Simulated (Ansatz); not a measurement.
Ansatz input

```yaml
crystal:
  lattice:
    - [2.2525896961, 0.0, 0.0]
    - [0.0, 2.2525896961, 0.0]
    - [0.0, 0.0, 2.2525896961]
  atoms:
    - { symbol: Cr, position: [0.0, 0.0, 0.0], spin: 1.5 }
hamiltonian:
  xc: mr2scan
  pseudopotentials:
    kind: paw
    azcp:
      Cr: "pseudopotentials/Cr.paw.azcp"
basis:
  ecutwfc: 500
  fft_grid_basis: typed
kpoints:
  mp_grid: { grid: [15, 15, 15], shift: [0, 0, 0] }
magnetization:
  spin_polarized: true
scf:
  occupations: { method: fermi_dirac, width: 0.05 }
  lower_state_search: "off"
output:
  stress: true
```

Terminal output

```
Engine: ansatz 0.2.0, x86_64-unknown-linux-gnu
Pseudopotentials: kind: paw
Pseudopotential: Cr, paw, valence charge 14, recommended cutoff 500 eV (meta_gga) 
Functional definition: m-r2SCAN
  exchange = m_r2scan_x
  correlation = m_r2scan_c
Crystal: 1 atoms, lattice volume = 11.430 Å³
Basis set: ecut = 500 eV, 257 PW (Γ), exchange–correlation on 72×72×72 points (64 copies of the dense FFT grid, shifted against one another)
Bands: 12, of which v1, the nominal top of the filled ones, is band 7 counted from 1 (6 counted from 0)
Symmetry: 48 space group operations
Space group: Pm-3m (ITA 221), of the structure as read, at distance tolerance 2.3e-5 Å
Magnetic group: BNS 221.92 (UNI 1594), of the structure as read, at distance tolerance 2.3e-5 Å
k-points: 120 of 3375
Non-local potential: Cr, projectors of the file, l = 0: 3, l = 1: 2, l = 2: 3, l = 3: 1
PAW form: soft (Blöchl's): semilocal exchange-correlation on the pseudo side does not see the compensation charge
PAW frozen core: Cr, regenerated for the run's functional (the file was generated under x = pbe(κ = 0.804, μ = 0.2195149727645171), c = pbe(β = 0.06672455060314922))
PAW one-centre angular grid: Cr, 590 points (default); XC on 160 Gauss nodes
Initial density: superposition of atomic densities (chi_scale 0.1, normalization cell)
Starting moments: Σ|m| = 1.5 μB on 1 of 1 site
Initial wavefunctions: pseudopotential atomic-orbital guess
Functional: x = mr2scan, c = mr2scan; τ floored in thin density (d = 2e-4 eV/Å³)
SCF iter   1: F=-3379.686845 eV  HF=-3381.639194 eV  |F-HF|=1.95e0  |Δ(HF+E_count)|=         —  Δρ=1.89e-1 (↑1.89e-1 ↓5.40e-2)  dr2=2.94e0  dr2_τ=4.38e-2  dr2_m=1.16e0  M=0.543 μB ∫|m|=0.543 μB  β_m=0.30  ethr=3.10e-3  ⟨swp⟩=4.0  Hψ=14527  notcnv=0
SCF iter   2: F=-3380.873868 eV  HF=-3381.145115 eV  |F-HF|=2.71e-1  |Δ(HF+E_count)|=   4.94e-1  Δρ=1.17e-1 (↑1.17e-1 ↓4.94e-2)  dr2=8.68e-1  dr2_τ=2.63e-2  dr2_m=5.93e-1  M=0.516 μB ∫|m|=0.518 μB  β_m=0.30  ethr=3.10e-3  ⟨swp⟩=2.9  Hψ=8230  notcnv=0  defer=108  κ⁻¹=1.0e0(r=1)
SCF iter   3: F=-3381.230344 eV  HF=-3381.139078 eV  |F-HF|=9.13e-2  |Δ(HF+E_count)|=   6.04e-3  Δρ=5.70e-2 (↑5.70e-2 ↓5.57e-2)  dr2=4.80e-2  dr2_τ=1.10e-2  dr2_m=3.06e-1  M=0.495 μB ∫|m|=0.496 μB  β_m=0.30  ethr=3.10e-3  ⟨swp⟩=2.9  Hψ=7006  notcnv=0  defer=108  κ⁻¹=2.5e-3(r=2)
SCF iter   4: F=-3381.249916 eV  HF=-3381.207584 eV  |F-HF|=4.23e-2  |Δ(HF+E_count)|=   6.85e-2  Δρ=4.84e-2 (↑3.67e-2 ↓4.84e-2)  dr2=1.43e-2  dr2_τ=5.63e-3  dr2_m=1.89e-1  M=0.444 μB ∫|m|=0.445 μB  β_m=0.30  ethr=3.43e-4  ⟨swp⟩=2.2  Hψ=7603  notcnv=0  defer=91  κ⁻¹=3.6e-4(r=3)
SCF iter   5: F=-3381.265281 eV  HF=-3381.232341 eV  |F-HF|=3.29e-2  |Δ(HF+E_count)|=   2.48e-2  Δρ=3.61e-2 (↑3.44e-2 ↓3.61e-2)  dr2=4.80e-4  dr2_τ=3.68e-3  dr2_m=1.30e-1  M=0.389 μB ∫|m|=0.390 μB  β_m=0.30  ethr=1.02e-4  ⟨swp⟩=2.4  Hψ=5772  notcnv=0  defer=90  κ⁻¹=1.6e-6(r=4)
SCF iter   6: F=-3381.269655 eV  HF=-3381.251474 eV  |F-HF|=1.82e-2  |Δ(HF+E_count)|=   1.91e-2  Δρ=3.22e-2 (↑2.64e-2 ↓3.22e-2)  dr2=4.48e-3  dr2_τ=2.46e-3  dr2_m=8.96e-2  M=0.341 μB ∫|m|=0.342 μB  β_m=0.30  ethr=3.43e-6  ⟨swp⟩=2.0  Hψ=6879  notcnv=0  defer=88  κ⁻¹=4.3e-7(r=5)
SCF iter   7: F=-3381.277438 eV  HF=-3381.262530 eV  |F-HF|=1.49e-2  |Δ(HF+E_count)|=   1.11e-2  Δρ=2.54e-2 (↑2.54e-2 ↓2.38e-2)  dr2=3.21e-4  dr2_τ=1.68e-3  dr2_m=6.35e-2  M=0.299 μB ∫|m|=0.300 μB  β_m=0.30  ethr=3.43e-6  ⟨swp⟩=2.0  Hψ=6558  notcnv=0  defer=87  κ⁻¹=8.8e-9(r=6)
SCF iter   8: F=-3381.280876 eV  HF=-3381.270614 eV  |F-HF|=1.03e-2  |Δ(HF+E_count)|=   8.08e-3  Δρ=2.03e-2 (↑2.03e-2 ↓2.03e-2)  dr2=1.88e-6  dr2_τ=1.10e-3  dr2_m=4.32e-2  M=0.267 μB ∫|m|=0.268 μB  β_m=0.70  ethr=2.29e-6  ⟨swp⟩=2.4  Hψ=5680  notcnv=0  defer=86
...
SCF iter  18: F=-3381.289606 eV  HF=-3381.289606 eV  |F-HF|=3.66e-8  |Δ(HF+E_count)|=   2.48e-6  Δρ=2.51e-5 (↑2.51e-5 ↓2.46e-5)  dr2=3.81e-10  dr2_τ=2.04e-9  dr2_m=6.44e-8  M=0.001 μB ∫|m|=0.001 μB  β_m=1.20  ethr=1.53e-12  ⟨swp⟩=3.5  Hψ=7382  notcnv=0  κ⁻¹=2.7e-7(r=8)
iter 19 did not close the SCF: its close was put off for a magnetic moment that had not settled (scf_convergence_deferred on its scf_iter line)
SCF iter  19: F=-3381.289606 eV  HF=-3381.289606 eV  |F-HF|=4.28e-9  |Δ(HF+E_count)|=   1.61e-7  Δρ=7.50e-6 (↑7.50e-6 ↓7.00e-6)  dr2=6.56e-11  dr2_τ=1.68e-10  dr2_m=5.46e-9  M=0.001 μB ∫|m|=0.001 μB  β_m=1.20  ethr=1.53e-12  ⟨swp⟩=3.0  Hψ=7215  notcnv=0  κ⁻¹=1.6e-7(r=8)
SCF iter  20: F=-3381.289606 eV  HF=-3381.289606 eV  |F-HF|=2.75e-9  |Δ(HF+E_count)|=   1.29e-8  Δρ=2.39e-7 (↑2.39e-7 ↓1.67e-7)  dr2=4.17e-12  dr2_τ=2.49e-13  dr2_m=1.36e-12  M=-0.000 μB ∫|m|=0.000 μB  ethr=1.00e-12  ⟨swp⟩=1.0  Hψ=8737  notcnv=0
WARN: the starting moments were not kept: the SCF closed with an absolute magnetisation of 5.6e-5 μB, where they sum to 1.5 μB in size (1 site). That is at most 0.1 of that sum. Measured as dr2_m measures the in/out step, that magnetisation stands 2.8e-9 eV from none, at or under the dr2_threshold of 1.0e-7 eV: it is no larger than a step whose dr2_m would equal this threshold. The system may hold no moment; this SCF shows only that its start led to no more than that. To try another start: raise the starting moments (crystal.atoms[].spin, magnetization.per_species, magnetization.initial_magnetization, or on a non-collinear deck that types none of these the spinor_matrix: blocks that start its atoms; where the total moment is fixed, keep their sum and leave initial_magnetization as it is; typed ones take the place of any that the run laid by itself, positive ones on a crystal's lanthanoids without a Hubbard term where scf.initial_density.shell_occupations: [] is typed) or, if the notice of its spin-set hold's release reads "site moments contracting" or "site moments show no strong build", lengthen the hold (scf.mixing.spin_hold: { on: { confirm: 4 } }; for m-r²SCAN on two components see the key's manual first). Each may lead to a state that holds a moment. A second SCF, from the converged charge density, with the starting moments and any scf.initial_density.shell_occupations laid on it anew, would have followed, and was not run: the deck does not ask for one (magnetization.retry_lost_moments is false, the default). To let it run, set magnetization.retry_lost_moments: true and run the deck again, where that key's refused combinations let it; where memory then withholds it, that run's warning says so.
SCF 1 converged in 20 iterations: F = -3381.289606 eV  dr2 = 4.17e-12
this state was not tested for a lower state beside it, because the mixer in use, unlike msr1, does not test its closes by its own steps (another_mixer; see scf.mixing.algorithm and scf.lower_state_search)
SCF converged after 20 iterations
Magnetization: -0.0001 μB (7.0000 up, 7.0000 down)
Absolute magnetization: 0.0001 μB (∫|ρ↑−ρ↓|, with the PAW one-centre terms)
Spin contamination: 0.0000 ħ² per cell (⟨S²⟩ above its minimum at these occupations)
Per-site moments (μB) at R_I (Å): [(-4.807210739790358e-5, 0.9291932496412499)]
Free energy (F): -3381.289606 eV
Harris-Foulkes:  -3381.289606 eV  (|F-HF|=2.75e-9)
Internal energy: -3381.275485 eV  (E = F + TS)
E sigma→0 (E₀):  -3381.282545 eV
Entropy (-TS):   -0.014121 eV (-14.121 meV/atom)
Fermi energy:    19.690573 eV
--- Per-component energies (eV) ---
  E_band       = -155.980162
  E_kinetic    = 348.161949
  E_local      = -1235.895342  (includes V_loc(G=0)·N_el)
  E_nonlocal   = 83.203473
  E_hartree    = 545.048834
  E_xc         = -138.101218
  E_vxc        = -201.182985  (∫ρ·V_xc dr)
  E_paw        = -1205.957736  (= ΣΔE_a)
  E_vpaw       = -253.170545  (= ΣTr[D̂ρ^β])
  E_aug_tail   = 0.000233  (compensation charges beyond the density's cutoff)
  E_vtau       = 12.805445  (kinetic-family band-sum trace: ∫τ·v_τ [+ j·A + Jᵃ·Aᵃ] dr)
  E_ewald      = -1777.463350
  E_core_change = -0.272327  (= ΣΔE_core)
  E_smearing   = -0.014121  (= −TS)
  E_closure    = 0.000000  (closes the sum)
  Σ components = -3381.289606   (vs F -3381.289606, Δ=0.00e0)
--- Stress (GPa, compression-positive) ---
       21.919291       0.000000       0.000000
        0.000000      21.919291       0.000000
        0.000000       0.000000      21.919291
  P = ⅓ Tr σ = 21.9193 GPa (219.193 kbar)
```
